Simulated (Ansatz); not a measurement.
## Ansatz run, KNbF₂

input.yaml (Ansatz 0.2.0)

```yaml
crystal:
  lattice:
    - [3.156339, 0.0, 0.0]
    - [-1.57817, 2.733472, 0.0]
    - [0.0, 0.0, 15.455179]
  atoms:
    - { symbol: K, position: [0.0, 0.0, 0.0] }
    - { symbol: K, position: [0.0, 0.0, 0.5] }
    - { symbol: F, position: [0.3333, 0.6667, 0.152] }
    - { symbol: F, position: [0.6666, 0.3333, 0.652] }
    - { symbol: F, position: [0.3333, 0.6667, 0.348] }
    - { symbol: F, position: [0.6667, 0.3334, 0.848] }
    - { symbol: Nb, position: [0.0, 0.0, 0.25] }
    - { symbol: Nb, position: [0.0, 0.0, 0.75] }
  symmetry: { tolerance: 0.0003 }
kpoints:
  mp_grid: { grid: [12, 12, 3], shift: [0, 0, 0] }
  band_path:
    path:
      - [0.0, 0.0, 0.0]
      - [0.5, 1.3e-07, 0.0]
      - [0.33333333, 0.33333346, 0.0]
      - [0.0, 0.0, 0.0]
      - [0.0, 0.0, 0.5]
      - [0.5, 1.3e-07, 0.5]
      - [0.33333333, 0.33333346, 0.5]
      - [0.0, 0.0, 0.5]
      - [0.5, 1.3e-07, 0.5]
      - [0.5, 1.3e-07, 0.0]
      - [0.33333333, 0.33333346, 0.5]
    npoints: 6
magnetization:
  spin_polarized: false
scf:
  occupations: { method: fermi_dirac }
  lower_state_search: "off"
  max_iter: 200
hamiltonian:
  pseudopotentials: { kind: paw }
  xc: pbe
basis:
  ecutwfc: 420
  fft_grid_basis: typed
output:
  forces: true
  stress: true
  eigenvalues: true
  bader: true
  populations: true
  elf: true
  write_potential: true
  volumetric_format: npy
  dos:
    e_range: [-12, 8]
    de: 0.05
    projected: { site_lists: { F: [F], K: [K], Nb: [Nb] } }
checkpoint:
  read: saved_state
```

The run starts from an earlier solution of this cell. 

Output (shortened):

```
SCF iter   1: F=—  Δρ=1.29e-3  dr2=3.39e-3
SCF iter   2: F=—  Δρ=7.43e-4  dr2=6.60e-4
SCF iter   3: F=—  Δρ=1.75e-4  dr2=4.48e-5
SCF iter   4: F=—  Δρ=5.80e-5  dr2=6.15e-6
SCF iter   5: F=—  Δρ=2.17e-5  dr2=1.06e-6
SCF iter   6: F=-15412.0268 eV  Δρ=6.74e-6  dr2=7.74e-8
Free energy (F): -15412.0268 eV
Harris-Foulkes:  -15412.0268 eV  (|F-HF|=5.49e-8)
Internal energy: -15411.7561 eV  (E = F + TS)
E sigma→0 (E₀):  -15411.8914 eV
Entropy (-TS):   -0.2707 eV (-33.836 meV/atom)
Fermi energy:    11.1926 eV
--- Per-component energies (eV) ---
  E_band       = -562.8522
  E_kinetic    = 2117.2105
  E_local      = -5858.7747  (includes V_loc(G=0)·N_el)
  E_nonlocal   = 565.1406
  E_hartree    = 2154.5136
  E_xc         = -936.2368
  E_vxc        = -1159.1149  (∫ρ·V_xc dr)
  E_paw        = -8512.6355  (= ΣΔE_a)
  E_vpaw       = -536.3494  (= ΣTr[D̂ρ^β])
  E_aug_tail   = 0.0082  (compensation charges beyond the density's cutoff)
  E_ewald      = -4940.9819
  E_smearing   = -0.2707  (= −TS)
--- Forces (eV/Å), atoms counted from 1 ---
  atom   1  K      0.0000     0.0000     0.0000
  atom   2  K      0.0000     0.0000     0.0000
  atom   3  F      0.0000     0.0000    -1.0179
  atom   4  F      0.0000     0.0000    -1.0179
  atom   5  F      0.0000     0.0000     1.0179
  atom   6  F      0.0000     0.0000     1.0179
  atom   7  Nb     0.0000     0.0000     0.0000
  atom   8  Nb     0.0000     0.0000     0.0000
--- Stress (GPa, compression-positive) ---
        0.0876       0.0000       0.0000
        0.0000       0.0876       0.0000
        0.0000       0.0000       3.4299
  P = ⅓ Tr σ = 1.2017 GPa (12.017 kbar)
--- Löwdin populations: 8 sites ---
  site symbol       q [e]
     0      K      8.4280
     1      K      8.4280
     2      F      7.5332
     3      F      7.5332
     4      F      7.5332
     5      F      7.5332
     6     Nb     12.3034
     7     Nb     12.3034
  spilling = 0.0056 (of n_electrons = 72.0000)
--- Bader charges: 8 sites ---
  site symbol  charge [e]  shift [e]
     0      K      0.5764     0.0000
     1      K      0.5764     0.0000
     2      F     -0.8701     0.0003
     3      F     -0.8700     0.0003
     4      F     -0.8701     0.0003
     5      F     -0.8701     0.0003
     6     Nb      1.1637     0.0006
     7     Nb      1.1637     0.0006
```

Absolute energies hang on the potentials; compare differences alone.

Origin: a known structure type with other elements, at an estimated volume, so it need not be a known compound. Caveats: many states at the Fermi level without spin polarisation, so a magnetic state may lie lower.
